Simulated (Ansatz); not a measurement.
Ba:
```xyz
1
Lattice="0.0000 3.0813 3.0813 3.0813 0.0000 3.0813 3.0813 3.0813 0.0000" Properties=species:S:1:pos:R:3 pbc="T T T"
Ba     0.0000     0.0000     0.0000
```

Relaxed with PBEsol. Special points in fractions of this cell's reciprocal vectors: Γ (0.000, 0.000, 0.000); X (0.500, 0.000, 0.500); U (0.625, 0.250, 0.625); K (0.375, 0.375, 0.750); L (0.500, 0.500, 0.500); W (0.500, 0.250, 0.750).

Task: List the band energies nearest the Fermi level at these points for PBEsol with spin–orbit coupling in the plane-wave PAW code Ansatz.

Result: In eV from the Fermi level; about four levels below and three above (degenerate sets whole), none deeper than 8.9 eV; points with the same levels are listed once.

| k | below | above |
|---|---|---|
| Γ | -2.84 -2.84 | 1.81 1.81 1.81 1.81 |
| X | -0.91 -0.91 -0.26 -0.26 | 2.27 2.27 4.90 4.90 |
| U | -0.35 -0.35 | 0.17 0.17 1.44 1.44 |
| L | -1.01 -1.01 | 1.25 1.25 1.64 1.64 |
| W | -0.12 -0.12 | 0.70 0.70 0.81 0.81 |

Space group Fm-3m (fcc (Cu type)). The first step of the workflow began from a Materials Project structure, measured or hypothetical; the Crystallography Open Database copy checked does not list it. It is not the phase usual at ambient conditions (space group No. 229). Symmetry was held in the PBEsol relaxation; its stability against distortions is not shown here.

Potentials: the later of the program's two PAW sets.
